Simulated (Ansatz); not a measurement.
# Energy landscape of Rb₂P₃

5 relaxations of Rb2P3 ended in 4 distinct structures. Computed with r2SCAN (plane waves to 500 eV, PAW, scalar-relativistic; Ansatz, a program for electronic structure).

| # | space group | Pearson | type | E − E(lowest) (eV/atom) | V (Å³/atom) | gap (eV, no SOC) | runs ending here |
|---|---|---|---|---|---|---|---|
| 1 | Fmmm | oF40 | – | 0.000 | 32.15 | 0.99 | 2 |
| 2 | P-6 | hP10 | – | 0.47 | 38.12 | 0.00 | 1 |
| 3 | Pmmm | oP5 | – | 0.48 | 39.54 | 0.00 | 1 |
| 4 | P4/mbm | tP10 | – | 0.76 | 32.89 | 0.00 | 1 |

Fmmm, oF40 is the lowest of the structures calculated here.

```cif
data_P24Rb16
_chemical_formula_sum 'Rb16 P24'
_space_group_name_H-M_alt 'Fmmm'
_space_group_IT_number 69
_space_group_name_Hall '-F 2 2'
_cell_length_a 9.02198
_cell_length_b 9.68194
_cell_length_c 14.72214
_cell_angle_alpha 90.000
_cell_angle_beta 90.000
_cell_angle_gamma 90.000
loop_
_atom_site_label
_atom_site_type_symbol
_atom_site_symmetry_multiplicity
_atom_site_Wyckoff_symbol
_atom_site_fract_x
_atom_site_fract_y
_atom_site_fract_z
_atom_site_occupancy
Rb1 Rb 8 f 0.25000 0.25000 0.25000 1
Rb2 Rb 8 h 0.00000 0.27961 0.00000 1
P1 P 8 i 0.00000 0.00000 0.14730 1
P2 P 16 n 0.20641 0.00000 0.07320 1
```
(The calculation used a cell of 10 atoms; values per cell refer to that cell.)

1 run with a doubtful electronic state, a coarser numerical grid, an end not at rest or a source that can't be used is left out. Each run could gain symmetry but not lose that of its start, so entries can be saddle points. From databases, or of a type measured for this composition: Fmmm, oF40; the others are generated cells (placed on structure types, drawn at random, substituted or restacked) that were not matched to a known phase here. Static energies at zero pressure. No spin polarisation in the result. Gaps of cells over 8 atoms come from the SCF mesh and high-symmetry points alone.
